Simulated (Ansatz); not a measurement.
ZrGe (rock salt, space group No. 225) at seven volumes, HSE06 (plane waves, PAW; program Ansatz), scaled uniformly. One row is withheld.

```
V (Å³/atom)  P (GPa)
-----------  -------
18.452             ?
19.060          8.13
19.668          3.79
20.276          0.00
20.885         -3.28
21.493         -6.06
22.101         -8.46
```

### Question
Fit the shown pressures and predict the withheld one.

### Answer
Third-order Birch–Murnaghan: P = (3/2)B₀(x^(7/2) − x^(5/2))[1 + (3/4)(B′ − 4)(x − 1)] with x = (V₀/V)^(2/3). Least squares on the six rows gives V₀ = 20.275 Å³/atom, B₀ = 116.5 GPa, B′ = 3.97. At V = 18.452, x = 1.0648 and P = 13.23 GPa. The run itself gave 13.18 GPa.

Space group Fm-3m (rock salt). The cell is a constructed one: a structure type filled with these elements; neither database checked (COD, Materials Project) lists it. Its standing as an ambient phase is unchecked. The cell was relaxed with HSE06 under the symmetry of its start; whether a distortion lowers the energy is not shown. The run is not spin-polarised. The hybrid run found no gap, on a coarse k-mesh.

Potentials: the later of the program's two PAW sets.
